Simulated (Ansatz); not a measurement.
MoPt (rock salt, space group No. 225), r²SCAN in the plane-wave PAW code Ansatz, all energies at zero smearing, with the estimated change up to a 700 eV cutoff added, with one set of potentials and settings (totals compare only within such a set). Cell of 2 atoms (1 Pt, 1 Mo): -17502.926 eV.

| element | reference phase | E (eV/atom) |
|---|---|---|
| Pt | Fm-3m, 1 atoms in the cell | -12536.7848 |
| Mo | Im-3m, 1 atoms in the cell | -4967.5975 |

Formation energy per atom, worked out: (-17502.926 − 1×(-12536.7848) − 1×(-4967.5975))/2 = 0.728 eV/atom (70 kJ per mol of atoms), at 0 K, without zero-point energy or fitted corrections.

The start of the workflow was typed in or built on a structure type; neither database checked (COD, Materials Project) lists it. Its standing as an ambient phase is unchecked. Symmetry was held in the r²SCAN relaxation; its stability against distortions is not shown here. The run is not spin-polarised. The volume moved by 16 % from the start of the relaxation. Its formation energy is positive at this level, so the cell may be metastable or incomplete. The references are the lowest solids computed at this level, not always the standard phases. Spin–orbit coupling is left out wherever it is not named.

Potentials: the later of the program's two PAW sets.
